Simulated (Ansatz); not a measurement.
Relaxed-ion elastic tensor of BaTe (rock salt, Fm-3m) in GPa (Voigt order), the program Ansatz at the PBEsol level (PAW); density 5.26 g/cm³, 41.81 Å³ per atom.

```
78.3   9.0   9.0   0.0   0.0   0.0
 9.0  78.3   9.0   0.0   0.0   0.0
 9.0   9.0  78.3   0.0   0.0   0.0
 0.0   0.0   0.0  11.0   0.0   0.0
 0.0   0.0   0.0   0.0  11.0   0.0
 0.0   0.0   0.0   0.0   0.0  11.0
```

Task: Is the crystal mechanically stable?

Result: Yes: the smallest eigenvalue of C is 11.0 GPa.

Task: Work out the Voigt, Reuss and Hill averages.

Result: K_V = 32.1, K_R = 32.1, K_H = 32.1; G_V = 20.5, G_R = 15.2, G_H = 17.8 GPa.

Task: Give Young's modulus, Poisson's ratio, Pugh's ratio and the universal anisotropy index.

Result: E = 9KG/(3K + G) = 45.1 GPa; ν = 0.27; K/G = 1.80 (near the Pugh limit of 1.75, no verdict); A_U = 5G_V/G_R + K_V/K_R − 6 = 1.74.

Task: Estimate the sound speeds and the Debye temperature.

Result: v_l = √((K + 4G/3)/ρ) = 3260 m/s, v_t = √(G/ρ) = 1840 m/s, mean 2050 m/s; Θ = (h/k)(3n/4πV)^(1/3) v_m = 176 K.

Task: Give the Zener ratio and Young's modulus along [100], [110] and [111].

Result: A = 2C44/(C11 − C12) = 0.32; 1/E = S11 − 2(S11 − S12 − S44/2)Γ with Γ = 0, 1/4, 1/3 gives 76.4, 35.1, 29.7 GPa.

Task: Solve the Christoffel equation for the three sound speeds along [100], [110], [111].

Result: Eigenvalues of C_ijkl n_j n_l equal ρv². In km/s, slowest first: [100] 1.45, 1.45, 3.86; [110] 1.45, 2.57, 3.22; [111] 2.26, 2.26, 2.98.

Symmetry was held in the PBEsol relaxation. Spin–orbit coupling is left out wherever it is not named.

Potentials: the later of the program's two PAW sets.
